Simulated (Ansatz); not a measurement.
# Kick test of a cell of Cd2Hg3S5

It was reached by relaxing an invented guess, and it needn't be the stable form of this composition.

The calculation used Ansatz 0.2.0, DFT PBE, scalar-relativistic, plane waves, PAW. Settings: cutoff 420 eV, Γ-centred mesh 12×12×12 on the computed 10-atom cell, Gaussian smearing of 0.10 eV; no spin polarisation.

The cell below (10 atoms, space group I-4m2 (No. 119)) is relaxed within its symmetry.

```
Cd Hg S
1.0
    -2.11003    2.11003   14.89959
     2.11003   -2.11003   14.89959
     2.11003    2.11003  -14.89959
Cd Hg S
2 3 5
Direct
  0.79925 0.79925 0.00000
  0.20075 0.20075 0.00000
  0.60106 0.60106 0.00000
  0.00000 0.00000 0.00000
  0.39894 0.39894 0.00000
  0.25000 0.75000 0.50000
  0.65164 0.15164 0.50000
  0.05052 0.55052 0.50000
  0.44948 0.94948 0.50000
  0.84836 0.34836 0.50000
```

For the test it was strained at random (σ = 1.5 % a component), the atoms were moved at random (σ = 0.05 Å), and all was relaxed again on a coarse 6×6×6 mesh (in the run’s order of axes) with 0.20 eV smearing, with no symmetry imposed.

These runs have no spin–orbit coupling, which can matter for Hg.

Problem. Is the structure stable against such a distortion?

Solution. It returns, within 1 meV/atom of the unmoved cell on that mesh and with the same symmetry when read at 0.1 Å (Cm at 0.01 Å, so small strains and shifts remain). So it is stable against the distortions that fit this cell and that this random move excites. Modes that don't fit the cell aren't tested.
